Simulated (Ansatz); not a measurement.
Relaxation of a relaxed Mg cell displaced along its unstable phonon at q = (½, 0, 0) of its primitive reciprocal cell (130i cm⁻¹), largest move 0.15 Å; 2 atoms in the cell, which starts as Pmmn, origin choice 1 (No. 59), oP2; a = 3.071 Å, b = 5.319 Å, c = 3.056 Å, α = β = γ = 90.00°. Calculation: r2SCAN (plane waves to 500 eV, PAW, scalar-relativistic; Ansatz, a program for electronic structure). Γ-centred k-mesh 6×12×11 on the run's cell (coarser than for final values), Fermi–Dirac smearing 0.05 eV. This is the first round of the run. 

The optimiser's lines from the output (shortened; P is positive under compression):

```
relax step   1: F+E_penalty+E_count = -3852.29557306 eV  Δ(F+E_penalty+E_count) = +0.000e0 eV  max|allowed force component| = 2.139e-1 eV/Å  Δτ_max = 0.0000 Å  P = -0.187 GPa  Ω = 49.917 Å³  (6 SCF iters, dr2 threshold 1.00e-7 eV, accepted)
relax step   2: F+E_penalty+E_count = -3852.42245251 eV  Δ(F+E_penalty+E_count) = -1.269e-1 eV  max|allowed force component| = 3.859e-1 eV/Å  Δτ_max = 0.1950 Å  P = -0.648 GPa  Ω = 49.159 Å³  (6 SCF iters, dr2 threshold 2.00e-7 eV, accepted)
relax step   3: F+E_penalty+E_count = -3852.58519032 eV  Δ(F+E_penalty+E_count) = -1.627e-1 eV  max|allowed force component| = 3.383e-1 eV/Å  Δτ_max = 0.1949 Å  P = -1.136 GPa  Ω = 48.236 Å³  (6 SCF iters, dr2 threshold 2.00e-7 eV, accepted)
relax step   4: F+E_penalty+E_count = -3852.71414842 eV  Δ(F+E_penalty+E_count) = -1.290e-1 eV  max|allowed force component| = 6.120e-2 eV/Å  Δτ_max = 0.1952 Å  P = -0.759 GPa  Ω = 46.689 Å³  (6 SCF iters, dr2 threshold 2.00e-7 eV, accepted)
relax step   5: F+E_penalty+E_count = -3852.76257730 eV  Δ(F+E_penalty+E_count) = -4.843e-2 eV  max|allowed force component| = 9.473e-3 eV/Å  Δτ_max = 0.0256 Å  P = -0.474 GPa  Ω = 46.131 Å³  (5 SCF iters, dr2 threshold 2.00e-7 eV, accepted)
relax step   6: F+E_penalty+E_count = -3852.76926511 eV  Δ(F+E_penalty+E_count) = -6.688e-3 eV  max|allowed force component| = 5.800e-4 eV/Å  Δτ_max = 0.0032 Å  P = -0.092 GPa  Ω = 45.636 Å³  (5 SCF iters, dr2 threshold 2.00e-7 eV, accepted)
relax step   7: F+E_penalty+E_count = -3852.77219499 eV  Δ(F+E_penalty+E_count) = -2.930e-3 eV  max|allowed force component| = 2.025e-2 eV/Å  Δτ_max = 0.0054 Å  P = +0.245 GPa  Ω = 45.275 Å³  (5 SCF iters, dr2 threshold 2.00e-7 eV, accepted)
relax step   8: F+E_penalty+E_count = -3852.77676969 eV  Δ(F+E_penalty+E_count) = -4.575e-3 eV  max|allowed force component| = 3.884e-3 eV/Å  Δτ_max = 0.0047 Å  P = +0.390 GPa  Ω = 45.061 Å³  (6 SCF iters, dr2 threshold 2.00e-7 eV, accepted)
relax step   9: F+E_penalty+E_count = -3852.77780311 eV  Δ(F+E_penalty+E_count) = -1.033e-3 eV  max|allowed force component| = 8.650e-4 eV/Å  Δτ_max = 0.0007 Å  P = -0.014 GPa  Ω = 45.507 Å³  (5 SCF iters, dr2 threshold 2.00e-7 eV, accepted)
relax step  10: F+E_penalty+E_count = -3852.77796118 eV  Δ(F+E_penalty+E_count) = -1.581e-4 eV  max|allowed force component| = 7.146e-5 eV/Å  Δτ_max = 0.0002 Å  P = -0.002 GPa  Ω = 45.495 Å³  (3 SCF iters, dr2 threshold 1.04e-7 eV, accepted)
relax step  11: F+E_penalty+E_count = -3852.77794924 eV  Δ(F+E_penalty+E_count) = +1.194e-5 eV  max|allowed force component| = 8.336e-4 eV/Å  Δτ_max = 0.0002 Å  P = -0.005 GPa  Ω = 45.502 Å³  (7 SCF iters, rejected (line search))
relax step  12: F+E_penalty+E_count = -3852.77796247 eV  Δ(F+E_penalty+E_count) = -1.289e-6 eV  max|allowed force component| = 1.429e-3 eV/Å  Δτ_max = 0.0003 Å  P = -0.001 GPa  Ω = 45.494 Å³  (6 SCF iters, accepted)
relax step  13: F+E_penalty+E_count = -3852.77732428 eV  Δ(F+E_penalty+E_count) = +6.382e-4 eV  max|allowed force component| = 1.430e-3 eV/Å  Δτ_max = 0.0000 Å  P = -0.010 GPa  Ω = 45.494 Å³  stress off target by 1.43e-2 GPa  SCF on the basis re-selected at this cell (its energy is not comparable with the rows above)  (8 SCF iters)
```

From the first to the last row the energy changes by -0.24 eV/atom and the volume by -8.9 %. The last row is marked as not comparable with the walk above it, whose basis was carried along; it does compare with step 1, since both stand on a basis selected at the nominal cutoff for their own cell.

Step 11 was rejected by the optimiser.

Later rounds, restarted from the end of this one on a renewed k-mesh, logged 14 more steps and released 0.01 eV/atom more. The final structure after all rounds: Fm-3m (No. 225), cF4, fcc (Cu type); a = 4.499 Å, b = 4.499 Å, c = 4.499 Å, α = 90.00°, β = 90.00°, γ = 90.00°. Between re-selections the logged energies stand on a plane-wave basis carried along with the cell. No spin polarisation in the result.

The run could not lose the symmetry of its start: the end is stationary, and may be a saddle point rather than a minimum.

The relaxed structure here is a generated cell of Mg: the first start was made by placing the elements on the sites of a structure type, and the end was not matched to a known phase here, so it may be hypothetical. Known forms of Mg include space group No. 194.
